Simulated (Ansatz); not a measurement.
A trial structure of GaS₂ was built thus: random cell by space group and Wyckoff sites (R-3m, No. 166). Lengths were set from tabulated atomic sizes, so they are only a guess.

Space group R-3m:H (No. 166). a = 7.128 Å, b = 7.128 Å, c = 10.615 Å, α = 90.00°, β = 90.00°, γ = 120.00°
| atom | site | symmetry | x | y | z |
| --- | --- | --- | --- | --- | --- |
| Ga | 6c | 3m | 0.3333 | 0.6667 | 0.3335 |
| S | 3b | -3m | 0.3333 | 0.6667 | 0.1667 |
| S | 9e | .2/m | 0.1667 | 0.3333 | 0.3333 |

The calculation used DFT PBE, scalar-relativistic, plane waves, PAW in Ansatz 0.2.0. Cutoff 420 eV, Gaussian smearing, Γ-centred meshes. Cell and atoms relax first on a coarse mesh and then on a finer one. In between, the cell is made exact in the group found at 0.06 Å. In metals the finer mesh still leaves noise of several meV/atom or more. The steps can't lower the symmetry of their start. No spin polarisation.

A guess keeps its type if space group and coordination stay and the shape of the cell changes little (axis ratios within about 15 %, angles within 6°); the volume may change.

Q: Will the relaxed cell still be of the starting type?

A: It doesn't keep its type. The symmetry goes from R-3m (No. 166) to Fd-3m (No. 227). The end has the beta-cristobalite type. The volume per atom grows by 80.4 %, from 26.0 to 46.8 Å³. The shortest distance goes from 1.77 Å (Ga–S) to 2.25 Å (Ga–S). Counting neighbours within 15 % of an atom's shortest distance, the start has Ga 1, S 2 and the end Ga 4, S 2. In detail, at the end Ga has 4 S at 2.25 Å; S has 2 Ga at 2.25 Å.

```
Ga S
1.0
     0.00000    5.19756    5.19756
     5.19756    0.00000    5.19756
     5.19756    5.19756    0.00000
Ga S
2 4
Direct
  0.50000 0.50000 0.50000
  0.75000 0.75000 0.75000
  0.12500 0.62500 0.62500
  0.62500 0.62500 0.12500
  0.62500 0.62500 0.62500
  0.62500 0.12500 0.62500
```

The zero of energy is the elements' standard structures at the same level; no fitted shifts are applied.

Q: At what energy does it end?

A: +0.24 eV/atom. A positive value: parting into the elements would lower its energy.

The last run used a 6×6×6 mesh for its 6-atom cell and Gaussian smearing of 0.10 eV. The end has R-3m (No. 166) at a tolerance of 0.01 Å; the cell shown is made exact in the group found at 0.05 Å. The cell is a metal run without spin; a magnetic state may lie lower. The reference form of S is held partly by dispersion forces, which this level lacks. A structure relaxed within its symmetry needn't be a true minimum. Another cell of GaS2 relaxed alike, in P-3m1, lies 0.39 eV/atom lower, so this cell isn't the stable form at this level.
